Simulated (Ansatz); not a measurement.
**Stationary points along a deformation path in Ag**

Level of theory: DFT PBEsol, scalar-relativistic, plane waves, PAW (Ansatz 0.2.0). Settings: plane waves to 420 eV, k-mesh 22×22×22 (Γ-centred), Gaussian smearing 0.15 eV. No spin polarisation. Energies are free energies at this smearing, counted from the undisturbed cell; pressure is positive in compression.

The starting cell (as given, not relaxed at this level; it stands at -7.2 GPa; this bcc form isn't the usual structure):

```
Ag
1.0
    -1.65565    1.65565    1.65565
     1.65565   -1.65565    1.65565
     1.65565    1.65565   -1.65565
Ag
1
Cartesian
  0.0000 0.0000 0.0000
```

At fixed volume and fractional coordinates, lengths along (0.577, 0.577, 0.577) are scaled against those across it; ρ is that ratio over its starting value. V = 18.154 Å³/atom. Δσ is the stress along the axis less the mean stress across it (compression positive).

| ρ | ΔE (meV/atom) | Δσ (GPa) | space group |
| --- | --- | --- | --- |
| 0.500 | 8413.6 | 556.34 | R-3m |
| 0.600 | 3064.4 | 251.46 | R-3m |
| 0.710 | 930.0 | 100.77 | R-3m |
| 0.850 | 134.2 | 26.60 | R-3m |
| 0.930 | 19.0 | 8.40 | R-3m |
| 1.000 | 0.0 | 0.00 | Im-3m |
| 1.080 | 15.8 | -5.42 | R-3m |
| 1.200 | 74.3 | -9.08 | R-3m |
| 1.410 | 193.0 | -9.68 | R-3m |
| 1.700 | 309.7 | -6.25 | R-3m |
| 2.000 | 350.5 | 0.00 | Pm-3m |

Q: How does the stress give the slope of the energy, and where is the energy stationary?

A: Along the path d ln(length) is 2/3 d ln ρ on the axis and −1/3 d ln ρ across it, so dE/d ln ρ = −(2/3) V Δσ: the energy falls with ρ where Δσ is positive. Δσ vanishes or changes sign at ρ = 1.000 (Im-3m), a minimum at 0.0 meV/atom; at ρ = 2.000 (Pm-3m, an end of the scan), at 350.5 meV/atom. Pairs of stationary points between two samples would go unseen, and could change a minimum read from distant neighbours into a maximum. At ρ = 1.000, 2.000 the cell is cubic, where symmetry alone makes the stress isotropic and the slope zero.

Q: Which shear constant sets the curvature at ρ = 1?

A: For a cubic crystal E/V = (2/3) C (ln ρ)² with C = C44, so Δσ = −2C ln ρ. The parabola of Δσ against ln ρ through ρ = 0.930, 1 and 1.080 gives C ≈ 47 GPa with the ions clamped, rough because the steps are large. It is the stress–strain coefficient at this cell's pressure of -7.2 GPa, not the zero-pressure constant.

In a metal these slopes depend on the k mesh and the smearing.